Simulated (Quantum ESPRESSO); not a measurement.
**Band energies of BeSe at +2 % isotropic strain**

```
CELL_PARAMETERS angstrom
      0.00000     2.61643     2.61643
      2.61643     0.00000     2.61643
      2.61643     2.61643     0.00000
ATOMIC_POSITIONS crystal
  Be 0.00000 0.00000 0.00000
  Se 0.75000 0.75000 0.75000
```

norm-conserving PBEsol (Quantum ESPRESSO, 88 Ry, no spin-orbit coupling); path ΓXWKΓLUWLK,UX; energies in eV from the valence-band maximum.

```
k (1/Å)  point  band 6  band 7  band 8  band 9  band 10  band 11  band 12  band 13
-------  -----  ------  ------  ------  ------  -------  -------  -------  -------
0.00         Γ  -46.70  -13.51    0.00    0.00     0.00     3.86     5.01     5.01
0.55            -46.69  -12.92   -2.55   -1.36    -1.36     3.87     5.76     7.44
1.20         X  -46.69  -11.87   -4.83   -2.49    -2.49     2.59     4.17    11.30
1.80         W  -46.69  -11.84   -4.20   -3.58    -3.09     5.97     6.90     7.30
1.94            -46.69  -11.86   -4.29   -3.64    -2.81     5.14     6.89     7.64
2.23         K  -46.69  -11.89   -4.43   -3.79    -2.08     3.69     6.67     9.44
2.65            -46.70  -12.34   -4.26   -2.96    -1.07     4.95     6.97     7.24
3.29            -46.70  -13.41   -0.83   -0.32    -0.05     4.29     5.13     5.25
3.50         Γ  -46.70  -13.51    0.00    0.00     0.00     3.86     5.01     5.01
3.92            -46.70  -13.16   -2.48   -0.42    -0.42     4.28     5.67     5.67
4.43            -46.70  -12.33   -5.32   -0.98    -0.98     4.10     5.93     5.93
4.54         L  -46.70  -12.29   -5.42   -1.00    -1.00     4.09     5.92     5.92
5.06            -46.69  -12.00   -4.72   -3.32    -1.76     4.15     7.83     8.24
5.27         U  -46.69  -11.89   -4.43   -3.79    -2.08     3.69     6.67     9.44
5.70         W  -46.69  -11.84   -4.20   -3.58    -3.09     5.97     6.90     7.30
6.21            -46.70  -12.14   -5.12   -2.27    -1.49     5.11     5.57     7.35
6.55         L  -46.70  -12.29   -5.42   -1.00    -1.00     4.09     5.92     5.92
6.71            -46.70  -12.25   -5.35   -1.39    -1.11     4.45     5.82     6.20
7.20            -46.69  -11.92   -4.45   -3.78    -1.97     3.85     7.21     9.06
7.28         K  -46.69  -11.89   -4.43   -3.79    -2.08     3.69     6.67     9.44
7.28         U  -46.69  -11.89   -4.43   -3.79    -2.08     3.69     6.67     9.44
7.71         X  -46.69  -11.87   -4.83   -2.49    -2.49     2.59     4.17    11.30
```

The PBEsol gap is indirect, 2.59 eV, from Γ to X; the smallest direct gap is 3.86 eV.

Spin-orbit splittings are left out.

Geometry strained from the cell relaxed with PBEsol, atoms relaxed again.
